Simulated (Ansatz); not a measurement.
Structure: a 14-atom cell of Si2GeN4 built on β-Si3N4 (relaxed group P2_1/m), at its r2SCAN minimum. It is monoclinic, P2_1/m (No. 11); a = 7.727 Å, b = 2.960 Å, c = 7.759 Å, β = 119.7° in the conventional setting, 11.01 Å³ an atom. Si is surrounded by 4 N at 1.73–1.75 Å; Ge is surrounded by 4 N at 1.81–1.85 Å; N is surrounded by 2 Si at 1.73 Å and 1 Ge at 1.83 Å; N is surrounded by 1 Si at 1.73 Å and 2 Ge at 1.81 Å; N is surrounded by 3 Si at 1.74–1.75 Å; N is surrounded by 2 Si at 1.75 Å and 1 Ge at 1.85 Å.

```cif
data_structure
_symmetry_space_group_name_H-M 'P2_1/m'
_symmetry_Int_Tables_number 11
_cell_length_a 7.7270
_cell_length_b 2.9603
_cell_length_c 7.7592
_cell_angle_alpha 90.000
_cell_angle_beta 119.702
_cell_angle_gamma 90.000
_cell_volume 154.17
loop_
_atom_site_label
_atom_site_type_symbol
_atom_site_symmetry_multiplicity
_atom_site_Wyckoff_symbol
_atom_site_fract_x
_atom_site_fract_y
_atom_site_fract_z
_atom_site_occupancy
Si1 Si 2 e 0.40687 0.75000 0.23690 1
Si2 Si 2 e 0.18000 0.25000 0.40742 1
Ge1 Ge 2 e 0.23092 0.25000 0.82656 1
N1 N 2 e 0.66262 0.75000 0.33863 1
N2 N 2 e 0.30355 0.75000 0.98195 1
N3 N 2 e 0.33240 0.25000 0.30160 1
N4 N 2 e 0.95789 0.25000 0.66254 1
```

4 runs of Ansatz 0.2.0 on this cell differ in the functional (and in the settings that go with it). Levels are in eV from each run's valence top; v1 is the last filled band, c1 the first empty one.

Run A, mean stress +6.0 GPa (compression positive):
```
point     v2     v1    c1    c2
    Γ  -0.39  -0.13  3.75  4.04
    Z  -1.22  -1.22  4.34  4.34
    D  -1.04  -1.04  4.65  4.65
```

Run B, mean stress 0.0 GPa (compression positive):
```
point     v2     v1    c1    c2
    Γ  -0.40  -0.13  4.28  4.63
    Z  -1.25  -1.25  4.92  4.92
    D  -1.08  -1.08  5.24  5.24
```

Run C, mean stress -0.6 GPa (compression positive):
```
point     v2     v1    c1    c2
    Γ  -0.41  -0.14  5.28  5.54
    Z  -1.30  -1.30  5.78  5.78
    D  -1.11  -1.11  6.13  6.13
```

Run D, mean stress -0.8 GPa (compression positive):
```
point     v2     v1    c1    c2
    Γ  -0.41  -0.15  6.03  6.30
    Z  -1.31  -1.31  6.54  6.54
    D  -1.12  -1.12  6.89  6.89
```

Task: Match the runs to PBE, r2SCAN, HSE06, PBE0.

Result: A is PBE, B is r2SCAN, C is HSE06, D is PBE0. In order of the gap: PBE 3.75, r2SCAN 4.28, HSE06 5.28, PBE0 6.03 eV. The stress vanishes for r2SCAN, which relaxed the cell.

Values at 0 K without nuclear motion; spin polarisation is off, and the phase may be a hypothetical one.

Spin-orbit coupling is left out.

The program warns that its thresholds are loose for a hybrid's stress.

The meshes of the hybrids are coarse, so their gaps aren't converged to the digits shown.
